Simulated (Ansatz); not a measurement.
PbSe (rock salt, Fm-3m) under volume change, LDA in the plane-wave PAW code Ansatz, scaled uniformly.

```csv
V (Å³/atom),E − E(relaxed) (meV/atom),P (GPa)
25.082,47.9,6.75
25.909,___,___
26.736,___,___
27.563,0.0,0.01
28.390,4.2,-1.60
29.216,16.1,-2.98
30.043,34.6,-4.14
```

Task: Complete the blanks.

Result: 
- 26.736, E − E(relaxed) (meV/atom): 4.7
- 26.736, P (GPa): 1.88
- 25.909, E − E(relaxed) (meV/atom): 20.0
- 25.909, P (GPa): 4.11

Task: What does a third-order Birch–Murnaghan fit give for V₀, B₀ and B′?

Result: V₀ = 27.56 Å³/atom, B₀ = 58.0 GPa, B′ = 4.4.

The LDA relaxation kept the symmetry of its start; of distortions, only those at the zone centre were tested. Scalar-relativistic: spin–orbit coupling is off unless named, which matters more the heavier the elements.

Potentials: the later of the program's two PAW sets.
